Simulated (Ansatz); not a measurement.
NbCd$_{3}$ (Cu3Au type, space group No. 221) at seven volumes, plane-wave PAW PBE (Ansatz code), scaled uniformly. One row is withheld.

```json
[
 {"V (Å³/atom)": "18.179", "P (GPa)": "11.25"},
 {"V (Å³/atom)": "18.778", "P (GPa)": "6.81"},
 {"V (Å³/atom)": "19.377", "P (GPa)": "?"},
 {"V (Å³/atom)": "19.977", "P (GPa)": "0.00"},
 {"V (Å³/atom)": "20.576", "P (GPa)": "-2.58"},
 {"V (Å³/atom)": "21.175", "P (GPa)": "-4.74"},
 {"V (Å³/atom)": "21.775", "P (GPa)": "-6.53"}
]
```

**Question.** Fit the shown pressures and predict the withheld one.

**Answer.** P = (3/2)B₀(x^(7/2) − x^(5/2))[1 + (3/4)(B′ − 4)(x − 1)] with x = (V₀/V)^(2/3). Least squares on the six rows gives V₀ = 19.977 Å³/atom, B₀ = 94.1 GPa, B′ = 5.02. At V = 19.377, x = 1.0205 and P = 3.10 GPa. The run itself gave 3.10 GPa.

Space group Pm-3m (Cu3Au type). The workflow started from an entry of the Crystallography Open Database (COD). Its standing as an ambient phase is unchecked. The cell was relaxed with PBE under the symmetry of its start; its stability against distortions is not shown here. The run is not spin-polarised.

Potentials: the later of the program's two PAW sets.
